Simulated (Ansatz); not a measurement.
Ti6O in space group P-31m (No. 162; Ti on 6k, O on 1a) under volume change, DFT-PBEsol in the program Ansatz with PAW potentials, shape and atoms relaxed at each volume.

| V (Å³/atom) | E − E(relaxed) (meV/atom) | P (GPa) |
|---|---|---|
| 13.477 | 62.1 | 16.09 |
| 13.921 | (withheld) | (withheld) |
| 14.366 | (withheld) | (withheld) |
| 14.810 | 0.0 | 0.00 |
| 15.254 | 5.7 | -4.00 |
| 15.698 | 21.6 | -7.45 |
| 16.143 | 46.4 | -10.40 |

Q: Complete the blanks.

A: 
- 13.921, E − E(relaxed) (meV/atom): 26.2
- 13.921, P (GPa): 9.94
- 14.366, E − E(relaxed) (meV/atom): 6.2
- 14.366, P (GPa): 4.62

Q: What does a third-order Birch–Murnaghan fit give for V₀, B₀ and B′?

A: V₀ = 14.81 Å³/atom, B₀ = 143 GPa, B′ = 3.8.

The first step of the workflow began from a Materials Project structure, measured or hypothetical; the Crystallography Open Database files this formula in space group No. 162, but the cells were not matched. Its standing as an ambient phase is unchecked. The PBEsol relaxation kept the symmetry of its start; its stability against distortions is not shown here. No spin polarisation was allowed.

Potentials: the later of the program's two PAW sets.
